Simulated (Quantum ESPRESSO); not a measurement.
## TiRuAl4HfMo (one run as intended and one with a planted mistake)

Computed values, not a measurement. The program is pw.x of Quantum ESPRESSO 7.5 (plane-wave density functional theory). The cell is made up: eight metal atoms on a face-centred cubic lattice, with elements, volume, strain and displacements drawn at random and not relaxed, so it may be unstable or far from any real phase. PseudoDojo standard norm-conserving files set the functional (PBE unless stated); there is no spin polarisation or spin-orbit coupling, the Fermi-Dirac width of 0.25 eV means electrons at about 2900 K, and the masses in the input are unused placeholders. The tin pseudopotential is less sure than most, with forces differing by about three percent from a second method on plain tin. Heavy elements are run without spin-orbit coupling, which real alloys of them have. A spin test at this wide smearing found no moment, but such smearing suppresses magnetism that the real alloy may have.

Intended input:

```
&control calculation='scf', pseudo_dir='./dojo.nc.sr.pbe.v0_5.standard.upf', outdir='./o', disk_io='minimal', tprnfor=.true., tstress=.true. /
&system ibrav=0, nat=8, ntyp=5, nbnd=46, ecutwfc=84.00895049, nosym=.true., tot_charge=0,
 occupations='smearing', smearing='fd', degauss=0.0183746611
/
&electrons conv_thr=1.470e-08, electron_maxstep=70, mixing_beta=0.5 /
ATOMIC_SPECIES
Al 1.0 Al.upf
Hf 1.0 Hf.upf
Mo 1.0 Mo.upf
Ru 1.0 Ru.upf
Ti 1.0 Ti.upf
CELL_PARAMETERS angstrom
-4.0756 0.0 0.0
-2.0378 -4.0756 -2.0378
-2.0378 -4.0756 6.1133
ATOMIC_POSITIONS angstrom
Ti 0.0292 -0.0559 -0.0568
Ru -2.0164 -4.0646 2.0769
Al -2.0057 -2.0024 -0.0675
Al -4.0974 -6.126 2.0213
Al -4.1326 -4.0803 4.148
Al -4.0905 -4.1173 0.0243
Hf -4.0884 -2.0738 2.0326
Mo -6.118 -6.1324 4.0152
K_POINTS automatic
6 5 3 1 1 1
```

The log is shortened where brackets say so; the opening notice, blank lines, dates and the lines on written files are dropped, and the path of the files is cut. It prints rydbergs, bohrs and kilobars, and counts compression as positive stress. Its total energy is the free energy E - TS of the whole cell.

Log of the intended run:

```
     Program PWSCF v.7.5
     Parallel version (MPI & OpenMP), running on       4 processor cores
     Number of MPI processes:                 4
     Threads/MPI process:                     1
     [start-up lines left out]
     bravais-lattice index     =            0
     lattice parameter (alat)  =       7.7018  a.u.
     unit-cell volume          =     913.6838 (a.u.)^3
     number of atoms/cell      =            8
     number of atomic types    =            5
     number of electrons       =        66.00
     number of Kohn-Sham states=           46
     kinetic-energy cutoff     =      84.0090  Ry
     charge density cutoff     =     336.0358  Ry
     scf convergence threshold =      1.5E-08
     mixing beta               =       0.5000
     number of iterations used =            8  plain     mixing
     Exchange-correlation= PBE
                           (   1   4   3   4   0   0   0)
     [axes and pseudopotential details left out]
   Cartesian axes
     site n.     atom                  positions (alat units)
         1        Ti     tau(   1) = (   0.0071646  -0.0137158  -0.0139366  )
         2        Ru     tau(   2) = (  -0.4947492  -0.9973010   0.5095937  )
         3        Al     tau(   3) = (  -0.4921239  -0.4913142  -0.0165620  )
         4        Al     tau(   4) = (  -1.0053489  -1.5030916   0.4959515  )
         5        Al     tau(   5) = (  -1.0139857  -1.0011532   1.0177643  )
         6        Al     tau(   6) = (  -1.0036559  -1.0102316   0.0059623  )
         7        Hf     tau(   7) = (  -1.0031406  -0.5088331   0.4987241  )
         8        Mo     tau(   8) = (  -1.5011287  -1.5046619   0.9851801  )
     number of k points=    45  Fermi-Dirac smearing, width (Ry)=  0.0184
                       cart. coord. in units 2pi/alat
        k(    1) = (  -0.0833333  -0.0750002   0.0333337), wk =   0.0444444
        k(    2) = (  -0.0833333   0.0916685  -0.3000037), wk =   0.0444444
     [further k points left out]
     Dense  grid:    94957 G-vectors     FFT dimensions: (  45,  60,  90)
     Estimated max dynamical RAM per process >     256.32 MB
     Estimated total dynamical RAM >     955.71 MB
     Initial potential from superposition of free atoms
     starting charge      65.9846, renormalised to      66.0000
     Starting wfcs are   56 randomized atomic wfcs
     total cpu time spent up to now is        3.9 secs
     per-process dynamical memory:   188.1 Mb
     Self-consistent Calculation
     iteration #  1     ecut=    84.01 Ry     beta= 0.50
     Davidson diagonalization with overlap
     ethr =  1.00E-02,  avg # of iterations =  2.8
     total cpu time spent up to now is       11.3 secs
     total energy              =    -591.92377663 Ry
     estimated scf accuracy    <       1.83373905 Ry
     iteration #  2     ecut=    84.01 Ry     beta= 0.50
     Davidson diagonalization with overlap
     ethr =  2.78E-03,  avg # of iterations =  4.2
     total cpu time spent up to now is       19.7 secs
     total energy              =    -591.85495721 Ry
     estimated scf accuracy    <      17.26498235 Ry
     [iterations 3 to 13 left out]
     iteration # 14     ecut=    84.01 Ry     beta= 0.50
     Davidson diagonalization with overlap
     ethr =  5.71E-11,  avg # of iterations =  4.0
     total cpu time spent up to now is      128.8 secs
     total energy              =    -592.99267928 Ry
     estimated scf accuracy    <       0.00000004 Ry
     iteration # 15     ecut=    84.01 Ry     beta= 0.50
     Davidson diagonalization with overlap
     ethr =  5.71E-11,  avg # of iterations =  1.0
     total cpu time spent up to now is      136.0 secs
     End of self-consistent calculation
     [lines on levels left out]
!    total energy              =    -592.99267928 Ry
     estimated scf accuracy    <          6.5E-09 Ry
     smearing contrib. (-TS)   =      -0.09563483 Ry
     internal energy E=F+TS    =    -592.89704445 Ry
     The total energy is F=E-TS. E is the sum of the following terms:
     one-electron contribution =    -232.77844323 Ry
     hartree contribution      =     141.57200720 Ry
     xc contribution           =    -109.37753643 Ry
     ewald contribution        =    -392.31307199 Ry
     convergence has been achieved in  15 iterations
     Forces acting on atoms (cartesian axes, Ry/au):
     atom    1 type  5   force =    -0.01331374    0.03210470   -0.00035509
     atom    2 type  4   force =    -0.00533039   -0.00315490   -0.01124235
     atom    3 type  1   force =    -0.00838059   -0.02550489   -0.00654208
     atom    4 type  1   force =     0.00168344    0.01466204    0.02386125
     atom    5 type  1   force =     0.01359905   -0.01634289   -0.03082891
     atom    6 type  1   force =     0.00360694    0.01847522   -0.01104658
     atom    7 type  2   force =     0.00664816   -0.02176839    0.01828278
     atom    8 type  3   force =     0.00148712    0.00152911    0.01787098
     Total force =     0.077321     Total SCF correction =     0.000275
     Computing stress (Cartesian axis) and pressure
          total   stress  (Ry/bohr**3)                   (kbar)     P=      -57.25
  -0.00047977  -0.00000632  -0.00001321          -70.58       -0.93       -1.94
  -0.00000632  -0.00022209  -0.00010836           -0.93      -32.67      -15.94
  -0.00001321  -0.00010836  -0.00046575           -1.94      -15.94      -68.51
     init_run     :      3.70s CPU      3.84s WALL (       1 calls)
     electrons    :    131.64s CPU    132.05s WALL (       1 calls)
     forces       :      1.47s CPU      1.49s WALL (       1 calls)
     stress       :      4.70s CPU      4.70s WALL (       1 calls)
     [timing details left out]
     PWSCF        :   2m21.59s CPU   2m22.23s WALL
     JOB DONE.
```

A second run has one planted mistake: one atom is of a wrong element. The input lines that differ:

```
- Mo 1.0 Mo.upf
+ Sn 1.0 Sn.upf
- Mo -6.118 -6.1324 4.0152
+ Sn -6.118 -6.1324 4.0152
```

Its log:

```
     Program PWSCF v.7.5
     Parallel version (MPI & OpenMP), running on       4 processor cores
     Number of MPI processes:                 4
     Threads/MPI process:                     1
     [start-up lines left out]
     bravais-lattice index     =            0
     lattice parameter (alat)  =       7.7018  a.u.
     unit-cell volume          =     913.6838 (a.u.)^3
     number of atoms/cell      =            8
     number of atomic types    =            5
     number of electrons       =        66.00
     number of Kohn-Sham states=           46
     kinetic-energy cutoff     =      84.0090  Ry
     charge density cutoff     =     336.0358  Ry
     scf convergence threshold =      1.5E-08
     mixing beta               =       0.5000
     number of iterations used =            8  plain     mixing
     Exchange-correlation= PBE
                           (   1   4   3   4   0   0   0)
     [axes and pseudopotential details left out]
   Cartesian axes
     site n.     atom                  positions (alat units)
         1        Ti     tau(   1) = (   0.0071646  -0.0137158  -0.0139366  )
         2        Ru     tau(   2) = (  -0.4947492  -0.9973010   0.5095937  )
         3        Al     tau(   3) = (  -0.4921239  -0.4913142  -0.0165620  )
         4        Al     tau(   4) = (  -1.0053489  -1.5030916   0.4959515  )
         5        Al     tau(   5) = (  -1.0139857  -1.0011532   1.0177643  )
         6        Al     tau(   6) = (  -1.0036559  -1.0102316   0.0059623  )
         7        Hf     tau(   7) = (  -1.0031406  -0.5088331   0.4987241  )
         8        Sn     tau(   8) = (  -1.5011287  -1.5046619   0.9851801  )
     number of k points=    45  Fermi-Dirac smearing, width (Ry)=  0.0184
                       cart. coord. in units 2pi/alat
        k(    1) = (  -0.0833333  -0.0750002   0.0333337), wk =   0.0444444
        k(    2) = (  -0.0833333   0.0916685  -0.3000037), wk =   0.0444444
     [further k points left out]
     Dense  grid:    94957 G-vectors     FFT dimensions: (  45,  60,  90)
     Estimated max dynamical RAM per process >     256.32 MB
     Estimated total dynamical RAM >     955.71 MB
     Initial potential from superposition of free atoms
     starting charge      65.9845, renormalised to      66.0000
     Starting wfcs are   55 randomized atomic wfcs
     total cpu time spent up to now is        6.2 secs
     per-process dynamical memory:   194.7 Mb
     Self-consistent Calculation
     iteration #  1     ecut=    84.01 Ry     beta= 0.50
     Davidson diagonalization with overlap
     ethr =  1.00E-02,  avg # of iterations =  3.3
     total cpu time spent up to now is       18.4 secs
     total energy              =    -609.15557608 Ry
     estimated scf accuracy    <       1.36473141 Ry
     iteration #  2     ecut=    84.01 Ry     beta= 0.50
     Davidson diagonalization with overlap
     ethr =  2.07E-03,  avg # of iterations =  4.0
     total cpu time spent up to now is       31.6 secs
     total energy              =    -609.06493622 Ry
     estimated scf accuracy    <      15.62468167 Ry
     [iterations 3 to 11 left out]
     iteration # 12     ecut=    84.01 Ry     beta= 0.50
     Davidson diagonalization with overlap
     ethr =  7.28E-10,  avg # of iterations =  4.3
     total cpu time spent up to now is      144.5 secs
     total energy              =    -609.98788838 Ry
     estimated scf accuracy    <       0.00000003 Ry
     iteration # 13     ecut=    84.01 Ry     beta= 0.50
     Davidson diagonalization with overlap
     ethr =  4.34E-11,  avg # of iterations =  3.4
     total cpu time spent up to now is      156.4 secs
     End of self-consistent calculation
     [lines on levels left out]
!    total energy              =    -609.98788839 Ry
     estimated scf accuracy    <          4.4E-09 Ry
     smearing contrib. (-TS)   =      -0.08545994 Ry
     internal energy E=F+TS    =    -609.90242845 Ry
     The total energy is F=E-TS. E is the sum of the following terms:
     one-electron contribution =    -231.91223285 Ry
     hartree contribution      =     147.57276879 Ry
     xc contribution           =    -133.24989239 Ry
     ewald contribution        =    -392.31307199 Ry
     convergence has been achieved in  13 iterations
     Forces acting on atoms (cartesian axes, Ry/au):
     atom    1 type  5   force =    -0.01199088    0.00180718   -0.00185724
     atom    2 type  3   force =    -0.00290041    0.00578390    0.00372118
     atom    3 type  1   force =    -0.00798862   -0.02222426    0.03196931
     atom    4 type  1   force =     0.00163635    0.01306633   -0.01984057
     atom    5 type  1   force =     0.01141573    0.00423762   -0.04664893
     atom    6 type  1   force =     0.00282265    0.00072767    0.01265121
     atom    7 type  2   force =     0.00626846   -0.00432301    0.01093753
     atom    8 type  4   force =     0.00073672    0.00092458    0.00906750
     Total force =     0.071465     Total SCF correction =     0.000196
     Computing stress (Cartesian axis) and pressure
          total   stress  (Ry/bohr**3)                   (kbar)     P=       29.27
   0.00000399   0.00002210  -0.00001499            0.59        3.25       -2.21
   0.00002210   0.00030816   0.00006294            3.25       45.33        9.26
  -0.00001499   0.00006294   0.00028484           -2.21        9.26       41.90
     init_run     :      4.41s CPU      4.57s WALL (       1 calls)
     electrons    :    149.85s CPU    150.28s WALL (       1 calls)
     forces       :      1.64s CPU      1.66s WALL (       1 calls)
     stress       :      6.07s CPU      6.07s WALL (       1 calls)
     [timing details left out]
     PWSCF        :   2m43.57s CPU   2m44.27s WALL
     JOB DONE.
```

```
                                            intended run  run with the mistake
                          free energy (eV)     -8068.076             -8299.308
         entropy term -TS, part of it (eV)        -1.301                -1.163
                            pressure (GPa)         -5.73                  2.93
size of the largest force component (eV/Å)         0.825                 1.199
largest change of a force component (eV/Å)                               1.124
                                iterations            15                    13
```

For scale, a rerun of the intended cell at a higher cutoff and on a denser mesh moved values by no more than 0.003 eV in energy, 0.02 GPa in stress and 0.004 eV/Å in force, and a second program with other atomic files agreed on that cell to 2 % rms in force and 0.5 GPa in pressure. Files of another functional or element have another zero of energy, so the energy change says nothing on stability.